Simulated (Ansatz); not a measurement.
Input:

SiRu2:
```
SiRu2
1.0
    3.75503     0.00000     0.00000
    0.00000     3.75503     0.00000
    0.00000     0.00000     5.95620
Ru Si
4 2
Direct
  0.00000   0.00000   0.00000
  0.50000   0.50000   0.00000
  0.50000   0.00000   0.33659
  0.00000   0.50000   0.66341
  0.50000   0.00000   0.72778
  0.00000   0.50000   0.27222
```

This is the PBE-relaxed structure.

### Question
All from the program Ansatz at the PBE level (PAW), unless another level is named. Give the electronic character.

### Answer
metallic (no gap).

### Question
Give the formation energy from the elements (no fitted shifts).

### Answer
-0.23 eV/atom.

### Question
Give the density of states at the Fermi level.

### Answer
0.81 states/eV per atom (mean over ±0.08 eV).

Space group P4/nmm. A made-up cell: these elements were put on the sites of a structure type; neither database checked (COD, Materials Project) lists it. Whether it is the stable phase at ambient conditions was not checked. Symmetry was held in the PBE relaxation; whether a distortion lowers the energy is not shown. The run is not spin-polarised. The references are the lowest solids computed at this level, not always the standard phases. Spin–orbit coupling is left out wherever it is not named.

Potentials: the later of the program's two PAW sets.
